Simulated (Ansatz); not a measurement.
One crystal and one scan (energy against volume) at two levels, PBE (plane waves to 420 eV, PAW, scalar-relativistic; Ansatz, a program for electronic structure) and PBEsol (plane waves to 420 eV, PAW, scalar-relativistic; Ansatz), each from its own relaxed cell and on its own mesh.

The crystal is SiC (6H type, space group P6_3mc); the cell is scaled evenly about its relaxed volume V₀.

The energy includes the smearing's −TS. SiC was relaxed with its symmetry unable to fall. The PAW data are Ansatz's earlier set. With the shape held, the modulus is that of even scaling; a crystal free to change shape is softer. Both scans cover V/V₀ from 0.940 to 1.060.

| quantity | run 1 | run 2 |
|---|---|---|
| Lattice constant a (Å) | 3.079 | 3.095 |
| Lattice constant c (Å) | 15.11 | 15.19 |
| Relaxed volume (Å³/atom) | 10.34 | 10.50 |
| Pressure at the smallest volume (GPa) | 15.5 | 14.9 |
| Energy cost of the largest compression (meV/atom) | 28.5 | 27.8 |
| Energy cost of the largest expansion (meV/atom) | 23.5 | 22.9 |
| Bulk modulus at fixed cell shape B₀ (third-order Birch-Murnaghan fit) (GPa) | 222.3 | 213.2 |
| Pressure for 5 % compression (fit) (GPa) | 12.6 | 12.1 |

Task: Which run is which level?

Result: Run 2 is PBE, run 1 is PBEsol. PBE gives the higher value for: lattice constant a; lattice constant c; relaxed volume. PBE gives the lower value for: pressure at the smallest volume; energy cost of the largest compression; energy cost of the largest expansion; bulk modulus at fixed cell shape B₀; pressure for 5 % compression.

(Under strain, the slope of the energy per volume gives the stress and its curvature an elastic modulus.)
